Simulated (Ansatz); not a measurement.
Relaxed-ion elastic tensor of AlP (zinc blende, F-43m) in GPa (Voigt order), the program Ansatz at the LDA level (PAW); density 2.40 g/cm³, 20.06 Å³ per atom.

|  | 1 | 2 | 3 | 4 | 5 | 6 |
|---|---|---|---|---|---|---|
| 1 | 132 | 68.8 | 68.8 | 0.0 | 0.0 | 0.0 |
| 2 | 68.8 | 132 | 68.8 | 0.0 | 0.0 | 0.0 |
| 3 | 68.8 | 68.8 | 132 | 0.0 | 0.0 | 0.0 |
| 4 | 0.0 | 0.0 | 0.0 | 61.5 | 0.0 | 0.0 |
| 5 | 0.0 | 0.0 | 0.0 | 0.0 | 61.5 | 0.0 |
| 6 | 0.0 | 0.0 | 0.0 | 0.0 | 0.0 | 61.5 |

Q: Is the crystal mechanically stable?

A: Yes: the smallest eigenvalue of C is 61.5 GPa.

Q: Work out the Voigt, Reuss and Hill averages.

A: K_V = 90.0, K_R = 90.0, K_H = 90.0; G_V = 49.7, G_R = 44.8, G_H = 47.2 GPa.

Q: Give Young's modulus, Poisson's ratio, Pugh's ratio and the universal anisotropy index.

A: E = 9KG/(3K + G) = 121 GPa; ν = 0.28; K/G = 1.91 (ductile by the Pugh limit of 1.75); A_U = 5G_V/G_R + K_V/K_R − 6 = 0.54.

Q: Estimate the sound speeds and the Debye temperature.

A: v_l = √((K + 4G/3)/ρ) = 7990 m/s, v_t = √(G/ρ) = 4440 m/s, mean 4940 m/s; Θ = (h/k)(3n/4πV)^(1/3) v_m = 541 K.

Q: Give the Zener ratio and Young's modulus along [100], [110] and [111].

A: A = 2C44/(C11 − C12) = 1.93; 1/E = S11 − 2(S11 − S12 − S44/2)Γ with Γ = 0, 1/4, 1/3 gives 85.4, 126, 150 GPa.

Q: Solve the Christoffel equation for the three sound speeds along [100], [110], [111].

A: Eigenvalues of C_ijkl n_j n_l equal ρv² (piezoelectric stiffening left out). In km/s, slowest first: [100] 5.06, 5.06, 7.43; [110] 3.64, 5.06, 8.22; [111] 4.17, 4.17, 8.47.

The LDA relaxation kept the symmetry of its start; phonons on a q-mesh show no instability.

Potentials: the earlier of the program's two PAW sets.
